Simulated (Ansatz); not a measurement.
Given:

NaMgF$_{3}$:
```yaml
crystal:
  lattice:
    - [3.90726, 0.00000, 0.00000]
    - [0.00000, 3.90726, 0.00000]
    - [0.00000, 0.00000, 3.90726]
  atoms:
    - { symbol: Na, position: [0.00000, 0.00000, 0.00000] }
    - { symbol: Mg, position: [0.50000, 0.50000, 0.50000] }
    - { symbol: F, position: [0.50000, 0.50000, 0.00000] }
    - { symbol: F, position: [0.00000, 0.50000, 0.50000] }
    - { symbol: F, position: [0.50000, 0.00000, 0.50000] }
```

This is the PBEsol-relaxed structure.

Task: All from PBEsol (plane waves, PAW; program Ansatz), unless another level is named. Estimate the Debye temperature from the elastic constants.

Result: 566 K.

Task: What about the elastic constants (relaxed ions, GPa)?

Result: C11 = 154, C12 = 34.0, C44 = 36.4.

Space group Pm-3m (cubic perovskite). The first step of the workflow began from a Materials Project structure, measured or hypothetical; the Crystallography Open Database copy checked does not list it. COD files the formula under space group No. 62, so this cell is another polymorph or a model. Its standing as an ambient phase is unchecked. The PBEsol relaxation kept the symmetry of its start. At this level the phase is dynamically unstable (imaginary phonons).

Potentials: the later of the program's two PAW sets.
